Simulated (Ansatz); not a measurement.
Stability checks on a candidate for In3Se

The structure comes from a generated guess, relaxed at this level; another structure or a mixture of phases may lie lower.

These are results of Ansatz, DFT PBE, scalar-relativistic, plane waves, PAW, not measurements. Settings of the last relaxation (4-atom cell): 420 eV, 10×10×10 k points, Gaussian smearing of 0.10 eV, no spin polarisation.

```
In Se
1.0
     4.78818    0.00000    0.00000
     0.00000    4.78818    0.00000
     0.00000    0.00000    4.78818
In Se
3 1
Direct
  0.00000 0.50000 0.50000
  0.50000 0.00000 0.50000
  0.50000 0.50000 0.00000
  0.00000 0.00000 0.00000
```

Energies over the elements count from the elements' standard structures at the same level, with no fitted energy shifts.

**Question.** These tests were run: energy against the elements; phonons on a 2×2×2 q mesh. What do they show?

**Answer.**

```
                       test                            result
energy against the elements                     −0.12 eV/atom
  phonons on a 2×2×2 q mesh  imaginary modes down to 39i cm⁻¹
```

It fails one test: phonons on a 2×2×2 q mesh. So it isn't even a local minimum.

An odd number of electrons in the primitive cell allows no gap without spin; a larger cell or a magnetic state could open one. The reference form of Se is held partly by dispersion forces, which this level lacks. The run for the phonons used a 10×10×10 k mesh and Fermi–Dirac smearing of 0.15 eV.
